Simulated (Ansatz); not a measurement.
ZnGeP$_{2}$ (chalcopyrite, I-42d), DFT-PBEsol in the program Ansatz with PAW potentials, all energies at zero smearing, with the estimated change up to a 700 eV cutoff added, with one set of potentials and settings (totals compare only within such a set). Cell of 8 atoms (2 Ge, 2 Zn, 4 P): -18030.673 eV.

| element | reference phase | E (eV/atom) |
|---|---|---|
| Ge | Fd-3m, 2 atoms in the cell | -4253.4978 |
| Zn | P6_3/mmc, 2 atoms in the cell | -3280.9077 |
| P | Cmce, 4 atoms in the cell | -740.0371 |

Formation energy per atom, worked out: (-18030.673 − 2×(-4253.4978) − 2×(-3280.9077) − 4×(-740.0371))/8 = -0.214 eV/atom (-21 kJ per mol of atoms), at 0 K, without zero-point energy or fitted corrections.

The PBEsol relaxation kept the symmetry of its start. The references are the lowest solids computed at this level, not always the standard phases.

Potentials: the later of the program's two PAW sets.
